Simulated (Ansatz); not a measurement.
**Property card for Ti4P3**

Ti₄P₃:
```xyz
14
Lattice="-3.6407 3.6407 3.6407 3.6407 -3.6407 3.6407 3.6407 3.6407 -3.6407" Properties=species:S:1:pos:R:3 pbc="T T T"
P      2.7306     0.0000     1.8204
P      1.8204     2.7306     0.0000
P      0.9102     0.0000     5.4611
P      5.4611     0.9102     0.0000
P      0.0000     1.8204     2.7306
P      0.0000     5.4611     0.9102
Ti     0.5062     0.5062     0.5062
Ti    -1.3142     1.3142     4.9550
Ti    -0.5062     3.1346     0.5062
Ti     4.9550    -1.3142     1.3142
Ti     0.5062    -0.5062     3.1346
Ti     2.3265     2.3265     2.3265
Ti     3.1346     0.5062    -0.5062
Ti     1.3142     4.9550    -1.3142
```

Space group I-43d (No. 220); conventional cell a = b = c = 7.281 Å, α = β = γ = 90.00°.

Method: LDA in the plane-wave PAW code Ansatz. The cell and atoms are relaxed at this level. Other levels are named where they apply.

Cell and energy:

| Quantity | Value |
|---|---|
| Volume per atom | 13.79 Å³ |
| Density | 4.89 g/cm³ |
| Formation energy from the elements (no fitted shifts) | -1290 meV/atom |

Electronic structure:

| Quantity | Result |
|---|---|
| Electronic character | metallic (no gap) |
| Density of states at the Fermi level | 0.57 states/eV per atom (mean over ±0.08 eV) |

Mechanics:

| Property | Value |
|---|---|
| Bulk modulus (Birch–Murnaghan fit) | 174 GPa |
| Pressure derivative B′ | 4.2 |

Phonons:

| Quantity | Result |
|---|---|
| Highest zone-centre frequency | 419 cm⁻¹ |
| Zone-centre stability | no imaginary mode at Γ |

The workflow started from an entry of the Crystallography Open Database (COD). Whether it is the stable phase at ambient conditions was not checked. The LDA relaxation kept the symmetry of its start. The run is not spin-polarised. As this level gives no gap, phonon frequencies hold no LO–TO term and depend on the k-mesh and smearing (Fermi–Dirac, 0.1 eV here). The references are the lowest solids computed at this level, not always the standard phases.

Potentials: the later of the program's two PAW sets.
